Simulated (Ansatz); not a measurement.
Given:

CaO (rock salt), conventional cell a = b = c = 4.7671 Å, α = β = γ = 90.00°. The calculation uses the primitive cell of 2 atoms, to which meshes and values per cell refer.

This relaxed cell (volume V₀) is scaled evenly in all directions, its shape held. Symmetry pins the atoms to their sites.

Computed with PBEsol (plane waves to 420 eV, PAW, scalar-relativistic; Ansatz, a first-principles code). k mesh 12×12×12 (Γ-centred), Fermi-Dirac smearing 0.05 eV. Energies are smeared free energies. Compression counts positive. CaO was relaxed with its symmetry unable to fall. The zero of ΔE is the relaxed starting cell.

The scan covers V/V₀ from 0.940 to 1.060 in 13 points.

**Question.** What bulk modulus B₀ follows from a third-order Birch-Murnaghan fit?

**Answer.** 115 GPa.

**Question.** What is the fitted pressure derivative B₀′?

**Answer.** 4.4.

(A scan under strain: stresses follow from slopes of the energy per volume, elastic moduli from its curvatures.)
